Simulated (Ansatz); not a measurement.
TiNi:
```yaml
crystal:
  lattice:
    - [2.90349, 0.00000, 0.00000]
    - [0.00000, 3.97508, 0.00000]
    - [-1.42550, 0.00000, 4.68565]
  atoms:
    - { symbol: Ti, position: [0.64063, 0.75000, 0.78446] }
    - { symbol: Ti, position: [0.35937, 0.25000, 0.21554] }
    - { symbol: Ni, position: [0.91595, 0.75000, 0.32953] }
    - { symbol: Ni, position: [0.08405, 0.25000, 0.67047] }
```

Relaxed with r²SCAN. Special points in fractions of this cell's reciprocal vectors: Γ (0.000, 0.000, 0.000); Z (0.000, 0.500, 0.000); D (0.000, 0.500, 0.500); B (0.000, 0.000, 0.500); A (-0.500, 0.000, 0.500); E (-0.500, 0.500, 0.500); C2 (-0.500, 0.500, 0.000); Y2 (-0.500, 0.000, 0.000).

**Question.** List the band energies nearest the Fermi level at these points for the program Ansatz at the r²SCAN level (PAW).

**Answer.** In eV from the Fermi level; about four levels below and three above (degenerate sets whole), none deeper than 8.9 eV; points with the same levels are listed once.

```
k                     below                above
--  -----------------------  -------------------
Γ   -1.97 -1.80 -1.69 -0.77       0.29 0.62 0.72
Z   -1.76 -1.76 -0.82 -0.82  0.55 0.55 1.24 1.24
D   -1.85 -1.85 -1.34 -1.34  0.54 0.54 1.50 1.50
B   -2.13 -1.91 -1.88 -0.82       0.14 0.27 0.92
A   -1.41 -1.40 -1.05 -0.54       0.34 0.57 0.78
E   -0.87 -0.87 -0.41 -0.41  0.04 0.04 0.76 0.76
C2  -0.88 -0.88 -0.44 -0.44  0.02 0.02 0.78 0.78
Y2  -1.43 -1.39 -1.06 -0.55       0.28 0.65 0.77
```

Space group P2_1/m. The first step of the workflow began from a Materials Project structure, measured or hypothetical; the Crystallography Open Database files this formula in space group No. 11, but the cells were not matched. Whether it is the stable phase at ambient conditions was not checked. Symmetry was held in the r²SCAN relaxation; its stability against distortions is not shown here. The run is not spin-polarised.

Potentials: the later of the program's two PAW sets.
